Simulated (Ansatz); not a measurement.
CeCo3B2 in Ansatz, settings compared

Input:

```yaml
crystal:
  lattice:
    - [5.061, 0.0, 0.0]
    - [-2.5305, 4.38295, 0.0]
    - [0.0, 0.0, 3.038]
  atoms:
    - { symbol: Co, position: [0.5, 0.0, 0.5] }
    - { symbol: Co, position: [0.5, 0.5, 0.5] }
    - { symbol: Co, position: [0.0, 0.5, 0.5] }
    - { symbol: B, position: [0.3333, 0.6667, 0.0] }
    - { symbol: B, position: [0.6666, 0.3333, 0.0] }
    - { symbol: Ce, position: [0.0, 0.0, 0.0] }
  symmetry: { tolerance: 0.0003 }
kpoints:
  mp_grid: { grid: [4, 4, 6], shift: [0, 0, 0] }
magnetization:
  spin_polarized: false
scf:
  occupations: { method: fermi_dirac }
hamiltonian:
  pseudopotentials: { kind: paw }
  xc: r2scan
basis:
  ecutwfc: 500
output:
  forces: true
  stress: true
  eigenvalues: true
```

The command:

```bash
ansatz run input.yaml --threads 1 --pin off --max-ram 2560MiB --backend cpu --events-out ev --progress --plain --runs-dir out
```

Origin of the cell: a database entry, scaled a little.

The smearing width isn't typed, so it takes its default of 0.1 eV.

Output of this run (shortened):

```
Warning: the atoms were moved onto the symmetric positions of the space group found under crystal.symmetry.tolerance 3.0e-4 (fractional; no operation is sought that the atoms, as they stand i […]
band count auto-derived: 45 (N_el = 69.0; filled up to band 35; 42 by the electrons, moments and atoms)
Pseudopotentials: kind: paw
Pseudopotential: Co, paw, valence charge 17, recommended cutoff 500 eV (meta_gga), Co.paw.azcp
Pseudopotential: B, paw, valence charge 3, recommended cutoff 500 eV (meta_gga), B.paw.azcp
Pseudopotential: Ce, paw, valence charge 12, recommended cutoff 500 eV (meta_gga), Ce.paw.azcp
Functional definition: r2SCAN
  exchange = r2scan_x(k0 = k0, k1 = k1, a1 = a1)
  correlation = r2scan_c
Crystal: 6 atoms, lattice volume = 67.389 Å³
Basis set: ecut = 500 eV, 1697 PW (Γ), exchange–correlation on 160×160×96 points (64 copies of the dense FFT grid, shifted against one another)
[… 13 lines left out …]
Initial density: superposition of atomic densities (chi_scale 0.1, normalization cell, long waves kept (reshape's long-wave potential 0.00 eV rms))
Functional: x = r2scan, c = r2scan; τ floored in thin density (d = 2e-4 eV/Å³)
SCF iter   1: F=—  HF=-22304.292212 eV  Δρ=1.46e-1  dr2=9.40e0  dr2_τ=3.97e-1  defer=7
SCF iter   2: F=—  HF=-22301.159299 eV  Δρ=8.61e-2  dr2=4.43e0  dr2_τ=1.97e-1  defer=25
SCF iter   3: F=—  HF=-22301.820149 eV  Δρ=1.28e-1  dr2=6.88e0  dr2_τ=2.05e-1  defer=16
SCF iter   4: F=—  HF=-22300.475480 eV  Δρ=1.28e-2  dr2=1.08e-1  dr2_τ=8.42e-3  defer=4
SCF iter   5: F=—  HF=-22300.504899 eV  Δρ=7.04e-3  dr2=2.35e-2  dr2_τ=8.84e-4
[… 8 lines left out …]
SCF iter  14: F=—  HF=-22299.747146 eV  Δρ=6.92e-5  dr2=1.76e-6  dr2_τ=1.63e-7
SCF iter  15: F=—  HF=-22299.747147 eV  Δρ=3.31e-5  dr2=5.28e-7  dr2_τ=5.54e-8
SCF iter  16: F=—  HF=-22299.747146 eV  Δρ=2.82e-5  dr2=4.52e-7  dr2_τ=3.95e-9
SCF iter  17: F=—  HF=-22299.747146 eV  Δρ=1.55e-5  dr2=1.31e-7  dr2_τ=7.33e-9
SCF iter  18: F=-22299.747146 eV  HF=-22299.747146 eV  Δρ=8.23e-6  dr2=6.42e-8  dr2_τ=7.40e-10
SCF 1 converged in 18 iterations: F = -22299.747146 eV  dr2 = 6.42e-8
SCF converged after 18 iterations
Free energy (F): -22299.747146 eV
Harris-Foulkes:  -22299.747146 eV  (|F-HF|=6.58e-8)
Internal energy: -22299.637262 eV  (E = F + TS)
E sigma→0 (E₀):  -22299.692204 eV
Entropy (-TS):   -0.109884 eV (-18.314 meV/atom)
Fermi energy:    17.609138 eV
--- Per-component energies (eV) ---
  E_band       = -758.725511
  E_kinetic    = 1846.979330
  E_local      = -10570.025132  (includes V_loc(G=0)·N_el)
  E_nonlocal   = 1333.329645
  E_hartree    = 4553.299921
  E_xc         = -762.049020
  E_vxc        = -1060.912830  (∫ρ·V_xc dr)
  E_paw        = -10222.627415  (= ΣΔE_a)
  E_vpaw       = -1478.425141  (= ΣTr[D̂ρ^β])
  E_aug_tail   = 0.000112  (compensation charges beyond the density's cutoff)
  E_vtau       = 63.743629  (kinetic-family band-sum trace: ∫τ·v_τ [+ j·A + Jᵃ·Aᵃ] dr)
  E_ewald      = -8477.704577
  E_core_change = -0.840126  (= ΣΔE_core)
  E_smearing   = -0.109884  (= −TS)
  Σ components = -22299.747146   (vs F -22299.747146, Δ=0.00e0)
--- Forces (eV/Å), atoms counted from 1 ---
  atom   1  Co     0.000000    -0.000000     0.000000
  atom   2  Co    -0.000000    -0.000000     0.000000
  atom   3  Co     0.000000     0.000000     0.000000
  atom   4  B     -0.000000     0.000000     0.000000
  atom   5  B     -0.000000    -0.000000     0.000000
  atom   6  Ce    -0.000000     0.000000     0.000000
  max |Σ_I F_I| component: 5.55e-17 eV/Å
--- Stress (GPa, compression-positive) ---
       -6.632755       0.000000       0.000000
        0.000000      -6.632755       0.000000
        0.000000       0.000000      -8.605111
  P = ⅓ Tr σ = -7.2902 GPa (-72.902 kbar)
```

The same input was run again with these changes:

1. `hamiltonian.dispersion` default → d4; `accuracy` default → high; `scf.mixing.preconditioner` default → ldos
2. `scf.occupations.method` fermi_dirac → methfessel_paxton; `scf.occupations.width` default → 0.3
3. `accuracy` default → medium
4. `scf.mixing.preconditioner` default → resta

| run | end | SCF iterations | P (GPa) | max force component (eV/Å) | moment (μB) | ΔE(σ→0) (meV/atom) |
| --- | --- | --- | --- | --- | --- | --- |
| base | converged | 18 | -7.29 | 0.000 | – | 0 |
| 1 | converged | 30 | -9.18 | 0.000 | – | – |
| 2 | converged | 20 | -7.57 | 0.000 | – | -1.20 |
| 3 | converged | 18 | -7.29 | 0.000 | – | 0.00 |
| 4 | converged | 22 | -7.29 | 0.000 | – | 0.00 |

Energies are compared only where functional, datasets, charge and starting cell are the same.

Not properties of the system: run 2 (too coarse or loose: `scf.occupations.width` = 0.3).

Caveats of the base run: f shells without a U or exact exchange are poorly placed; no spin polarisation, so a magnetic state may lie lower; no spin-orbit coupling, though heavy elements are present; the k mesh is coarse if the cell is a metal.

Run 2: wide smearing.

Time of the base run: 20 s on 1 thread of Arm Neoverse V2, on a shared host, peak memory 0.5 GiB, from the program's own first density.
